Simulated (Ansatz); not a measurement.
Put Lu2Si3P in P4/mmm (No. 123): Lu on 2e; Si on 2g and 1b; P on 1d.

Method: DFT PBE, scalar-relativistic, plane waves, PAW (Ansatz 0.2.0). Cutoff 420 eV, Γ-centred mesh, Gaussian smearing, no spin polarisation.

The zero of energy is the elements' standard structures at the same level; no fitted shifts are applied. The references include black phosphorus.

Task: Predict the relaxed structure.

Result:

Space group P4/mmm (No. 123). a = 5.393 Å, b = 5.393 Å, c = 6.729 Å, α = 90.00°, β = 90.00°, γ = 90.00°
| atom | site | symmetry | x | y | z |
| --- | --- | --- | --- | --- | --- |
| Lu | 2e | mmm. | 0.0000 | 0.5000 | 0.5000 |
| Si | 2g | 4mm | 0.0000 | 0.0000 | 0.1659 |
| Si | 1b | 4/mmm | 0.0000 | 0.0000 | 0.5000 |
| P | 1d | 4/mmm | 0.5000 | 0.5000 | 0.5000 |

Lu has 2 P at 2.70 Å and 2 Si at 2.70 Å; around Si on a site of symmetry 4mm lie 2 Si at 2.23–2.25 Å; Si on a site of symmetry 4/mmm is surrounded by 2 Si at 2.25 Å and 4 Lu at 2.70 Å; P is surrounded by 4 Lu at 2.70 Å. Another local minimum with the same sites may exist.

Task: And its energy and gap?

Result: The formation energy is +0.18 eV/atom. The gap on the 8×8×6 mesh of the 6-atom cell is 0 eV (a metal). A positive value: parting into the elements would lower its energy.

The last run used Gaussian smearing of 0.10 eV. The cell is a metal run without spin; a magnetic state may lie lower. The reference form of P is held partly by dispersion forces, which this level lacks. Symmetry constrained the relaxation, so the result can be a saddle point. Another cell of Lu2Si3P relaxed alike, in P-6m2, lies 0.63 eV/atom lower, so this cell isn't the stable form at this level.
